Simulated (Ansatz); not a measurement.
**TlBr: computed property card**

TlBr:
```xyz
2
Lattice="2.2710 1.3111 3.7042 -2.2710 1.3111 3.7042 0.0000 -2.6223 3.7042" Properties=species:S:1:pos:R:3 pbc="T T T"
Tl     0.0000     0.0000     5.5564
Br     0.0000     0.0000     0.0000
```

Space group Fm-3m (No. 225), rock salt; conventional cell a = 6.421 Å, b = 6.421 Å, c = 6.421 Å, α = 90.00°, β = 90.00°, γ = 90.00°.

Method: DFT-LDA in the program Ansatz with PAW potentials. Structure relaxed to zero pressure with the same functional. Other levels are named where they apply.

### Cell and energy

```json
{
 "volume_per_atom": "33.09 Å³",
 "density": "7.13 g/cm³",
 "Formation energy from the elements (no fitted shifts)": "-0.73 eV/atom"
}
```

### Electronic structure

```json
{
 "band_gap": "1.48 eV (smallest direct gap 1.49 eV)",
 "valence_band_maximum": "at L",
 "conduction_band_minimum": "at T",
 "electron_effective_mass": "0.23, 0.27, 0.27 mₑ (principal values)",
 "hole_effective_mass": "0.29, 0.29, 0.31 mₑ (principal values)"
}
```

### Mechanics

```json
{
  "Bulk modulus (Birch–Murnaghan fit)": "263 kbar",
  "Pressure derivative B′": "5.0",
  "mechanical_stability": "stable (all eigenvalues of C positive)",
  "hill_bulk_and_shear_moduli": "26.4 and 8.5 GPa",
  "Young's modulus": "22.9 GPa",
  "Poisson's ratio": "0.35",
  "debye_temperature_from_the_elastic_constants": "114 K"
}
```

### Dielectric response

```json
{
  "Electronic dielectric constant ε∞ (DFPT)": "6.02",
  "Static dielectric constant ε0 (ions relaxed, cell fixed)": "17.2",
  "Born charges (a third of the trace)": "Tl +1.99, Br -1.99 e"
}
```

### Phonons

```json
{
 "Highest zone-centre frequency (without LO–TO term)": "2.03 THz",
 "zone_centre_stability": "no imaginary mode at Γ",
 "dynamical_stability_on_the_path": "stable (no imaginary branch)",
 "zero_point_energy": "11.1 meV/atom",
 "Vibrational entropy at 300 K": "59.5 J/(K·mol of atoms)"
}
```

A made-up cell: these elements were put on the sites of a structure type; the Crystallography Open Database copy checked does not list it. COD files the formula under space group No. 221. Whether it is the stable phase at ambient conditions was not checked. The LDA relaxation kept the symmetry of its start. The volume moved by -15 % from the start of the relaxation. Point labels and valley counts follow the cell and symmetry of the run, lower than the named group. The references are the lowest solids computed at this level, not always the standard phases. Scalar-relativistic: spin–orbit coupling is off unless named, which matters more the heavier the elements.

Potentials: the later of the program's two PAW sets.
